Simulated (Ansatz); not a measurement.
WC:
```
WC
1.0
    2.89863     0.00000     0.00000
   -1.44931     2.51029     0.00000
    0.00000     0.00000     2.82747
W C
1 1
Cartesian
  0.00000   0.00000   0.00000
  1.44931   0.83676   1.41373
```

Relaxed with PBEsol. Special points in fractions of this cell's reciprocal vectors: Γ (0.000, 0.000, 0.000); M (0.500, 0.000, 0.000); K (0.333, 0.333, 0.000); A (0.000, 0.000, 0.500); L (0.500, 0.000, 0.500); H (0.333, 0.333, 0.500).

Question: List the band energies nearest the Fermi level at these points for the program Ansatz at the PBEsol level (PAW).

Answer: In eV from the Fermi level; about four levels below and three above (degenerate sets whole), none deeper than 8.9 eV; … stands for higher levels left out; points with the same levels are listed once.

| k | below | above |
|---|---|---|
| Γ | -4.34 -3.34 -3.34 | 0.16 3.31 3.31 |
| M | -7.03 -3.61 -3.59 -0.40 | 2.41 4.63 4.99 |
| K | -6.59 -4.56 -3.44 | 0.65 1.04 2.11 |
| A | -1.99 -1.99 -0.57 -0.57 | 3.77 … |
| L | -6.48 -4.33 -4.15 | 0.36 4.54 5.44 |
| H | -7.27 -5.39 -1.54 -0.62 | 4.51 6.55 7.75 |

Space group P-6m2. Symmetry was held in the PBEsol relaxation. No spin polarisation was allowed. Spin–orbit coupling is left out wherever it is not named.

Potentials: the earlier of the program's two PAW sets. The files were generated under PBE; for other functionals the program regenerates the frozen cores, and for LDA and PBEsol the local potential too.
